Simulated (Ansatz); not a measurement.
AlNi₃, in the lowest among the structures calculated here: Pm-3m (No. 221), cP4, Cu3Au type; a = b = c = 3.5191 Å, α = β = γ = 90.00°; Ni 3c (0.000, 0.500, 0.500); Al 1a (0.000, 0.000, 0.000). Computed with PBEsol (plane waves to 420 eV, PAW, scalar-relativistic; Ansatz, a first-principles code). Element references, the lowest calculated here: Ni (Fm-3m, ferromagnetic), Al (Fm-3m).

Q: Predict the formation energy of this Pm-3m form of AlNi3 from the elements from PBEsol.

A: -0.44 eV/atom.

Q: Is it stable against the other phases calculated?

A: Yes: the most favourable decomposition, AlNi3 → AlNi + 2 Ni (AlNi Pm-3m, Ni Fm-3m), costs 0.11 eV/atom.

Q: Over what range of chemical potentials is AlNi3 stable among the phases calculated here? Give the corners of its window as Δμ = μ − μ(element).

A: 
| in equilibrium with | Δμ(Al) (eV) | Δμ(Ni) (eV) |
|---|---|---|
| Ni | -1.8 | 0.0 |
| AlNi | -1.1 | -0.2 |

At every corner Σ nΔμ equals the formation energy, about -1.8 eV per formula unit; the corners carry the error of several atoms' energies, a few 0.01 eV.

This is the hull of the energies calculated here, no anion corrections; phases that were not calculated are missing from it. Values are rounded to 0.01 eV/atom. Spin states reached: ferromagnetic, non-magnetic; non-magnetic ones ran without spin or lost their moments; spin orders were not searched systematically.
